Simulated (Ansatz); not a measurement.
VS2 (CdI2 type, space group No. 164) at seven volumes, PBEsol (plane waves, PAW; program Ansatz), shape and atoms relaxed at each. One row is withheld.

| V (Å³/atom) | P (GPa) |
|---|---|
| 14.789 | 4.82 |
| 15.277 | 2.79 |
| 15.764 | 1.14 |
| 16.252 | 0.00 |
| 16.739 | -0.69 |
| 17.227 | -1.10 |
| 17.714 | ? |

Q: Fit the shown pressures and predict the withheld one.

A: P = (3/2)B₀(x^(7/2) − x^(5/2))[1 + (3/4)(B′ − 4)(x − 1)] with x = (V₀/V)^(2/3). Least squares on the six rows gives V₀ = 16.281 Å³/atom, B₀ = 29.3 GPa, B′ = 12.54. At V = 17.714, x = 0.9453 and P = -1.36 GPa. The run itself gave -1.26 GPa.

Space group P-3m1 (CdI2 type). The first step of the workflow began from a Materials Project structure, measured or hypothetical; the Crystallography Open Database copy checked does not list it. Whether it is the stable phase at ambient conditions was not checked. Symmetry was held in the PBEsol relaxation; of distortions, only those at the zone centre were tested. The workflow began spin-polarised and lost its moments. A crystal of weakly bound layers computed without a dispersion correction: the cell and the soft elastic constants depend strongly on that.

Potentials: the later of the program's two PAW sets.
